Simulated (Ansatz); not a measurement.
The calculation used DFT PBE, scalar-relativistic, plane waves, PAW (Ansatz). All cells share a 420 eV cutoff and Γ-centred k meshes spaced at most about 0.3 Å⁻¹ (about 0.25 or finer for metals, 2π included). No spin polarisation in the final relaxations.

Temperature and zero-point effects are left out. All come from trial cells, and lower structures may exist.

Task: Order these relaxed structures of ScGa₃As₂ by energy, lowest first, with the energy over the lowest of them.
A.

```
CELL_PARAMETERS angstrom
4.68862 0.00000 0.00000
0.00000 4.68862 0.00000
0.00000 0.00000 6.06865
ATOMIC_POSITIONS crystal
Sc 0.00000 0.00000 0.00251
Ga 0.50000 0.00000 0.31800
Ga 0.00000 0.50000 0.31800
Ga 0.50000 0.50000 0.55465
As 0.50000 0.00000 0.77503
As 0.00000 0.50000 0.77503
```

B.

```
CELL_PARAMETERS angstrom
5.00785 0.00000 0.00000
-2.50392 4.33693 0.00000
0.00000 0.00000 5.60943
ATOMIC_POSITIONS crystal
Sc 0.00000 0.00000 0.50000
Ga 0.33333 0.66667 0.50000
Ga 0.66667 0.33333 0.50000
Ga 0.00000 0.00000 0.00000
As 0.33333 0.66667 0.00000
As 0.66667 0.33333 0.00000
```

C.

```
CELL_PARAMETERS angstrom
4.08001 0.00000 0.00000
0.00000 4.08001 0.00000
0.00000 0.00000 6.86596
ATOMIC_POSITIONS crystal
Sc 0.00000 0.00000 0.00000
Ga 0.00000 0.50000 0.31912
Ga 0.50000 0.00000 0.68088
Ga 0.50000 0.50000 0.00000
As 0.00000 0.50000 0.69287
As 0.50000 0.00000 0.30713
```

D.

```
CELL_PARAMETERS angstrom
3.91543 0.00000 0.00000
-1.95771 3.39086 0.00000
0.00000 0.00000 9.53025
ATOMIC_POSITIONS crystal
Sc 0.00000 0.00000 0.00000
Ga 0.33333 0.66667 0.68706
Ga 0.66667 0.33333 0.31294
Ga 0.00000 0.00000 0.50000
As 0.33333 0.66667 0.17008
As 0.66667 0.33333 0.82992
```

Result: D (0 meV/atom), C (36 meV/atom), A (246 meV/atom), B (457 meV/atom). Forms: D P-3m1; C P-4m2; A P4mm; B P6/mmm. Counting As atoms around Ga and Sc (those within 1.25 times the shortest such distance or 1.15 times the sum of covalent radii, 1.27 where that leaves under three; a plus sign parts nearer from farther groups; the shortest distance is added where it exceeds 1.18 times the sum of covalent radii; a slash parts the counts of unlike sites): D has Sc 6, Ga 3/6 from 3.9 Å; C has Sc 4, Ga 4 from 2.9 Å/1+4; A has Sc 4, Ga 1+1/4; B has Sc 12 from 4.0 Å, Ga 2/6 from 2.9 Å.

Cells relaxed within their symmetry can be saddle points. Some structure types and database cells were kept out of the candidates from the start, so a known form may be missing.
